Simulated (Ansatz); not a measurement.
Lu:
```
Lu
1.0
    3.44324     0.00000     0.00000
   -1.72162     2.98194     0.00000
    0.00000     0.00000     5.34829
Lu
2
Cartesian
  0.00000   1.98796   4.01122
  1.72162   0.99398   1.33707
```

Relaxed with the program Ansatz at the PBEsol level (PAW). Indices refer to the conventional cell of P6_3/mmc, a = b = 3.443 Å, c = 5.348 Å, α = β = 90.00°, γ = 120.00°.

**Question.** Simulate the powder diffraction pattern (Fe Kα, λ = 1.93735 Å; lines above 1 %) up to 2θ = 90°.

**Answer.** Simulated powder pattern, Fe Kα, λ = 1.93735 Å (kinematic, ideal powder, no thermal factors, no anomalous dispersion; the 30 strongest lines at most, above 1 %, up to 2θ = 90°):

| 2θ (°) | d (Å) | I/Imax (%) | hkl |
|---|---|---|---|
| 37.91 | 2.982 | 24 | (1 0 -1 0) |
| 42.48 | 2.674 | 24 | (0002) |
| 43.67 | 2.604 | 100 | (1 0 -1 1) |
| 58.23 | 1.991 | 15 | (1 0 -1 2) |
| 68.48 | 1.722 | 19 | (1 1 -2 0) |
| 78.55 | 1.530 | 20 | (1 0 -1 3) |
| 81.04 | 1.491 | 3.2 | (2 0 -2 0) |
| 84.01 | 1.448 | 24 | (1 1 -2 2) |
| 84.83 | 1.436 | 17 | (2 0 -2 1) |

The PBEsol relaxation kept the symmetry of its start. Axis ratios of metals converge slowly with the k-mesh, so a and c are less sure than the volume. Spin–orbit coupling is left out wherever it is not named.

Potentials: the later of the program's two PAW sets.
